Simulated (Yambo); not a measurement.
CsLiSO₅H₄ (space group Cm, No. 8), G0W0@LDA in Yambo with this input:

```
rim_cut
gw0
dyson
el_el_corr
HF_and_locXC
ppa
em1d
RandQpts= 1000000
RandGvec= 1 Ry
EXXRLvcs= 84 Ry
VXCRLvcs= 336 Ry
Chimod= "HARTREE"
% BndsRnXp
 2 | 226 |
%
NGsBlkXp= 7 Ry
% LongDrXp
 1.0 | 1.0 | 1.0 |
%
PPAPntXp= 27.2114 eV
% GbndRnge
 1 | 226 |
%
GTermKind= "BG"
DysSolver= "n"
ExtendOut
```

On a 2×2×2 mesh, with wavefunctions cut at 84 Ry, the gap ((-0.5, -0.5, -0.5) → Γ) is 6.843 eV and the valence edge shifts by -1.401 eV.

Q: What happens with this change: 2 Ry block?

A: The gap falls by 0.107 eV, to 6.736 eV; the shift of the valence edge becomes -1.376 eV. Neither run is shown to be the converged limit.

Geometry of the Materials Project entry, not relaxed at this level; primitive cell a = b = 6.7101 Å, c = 4.8122 Å, α = β = 107.13°, γ = 50.65°.

A shift is the quasiparticle energy of the state minus its LDA energy.
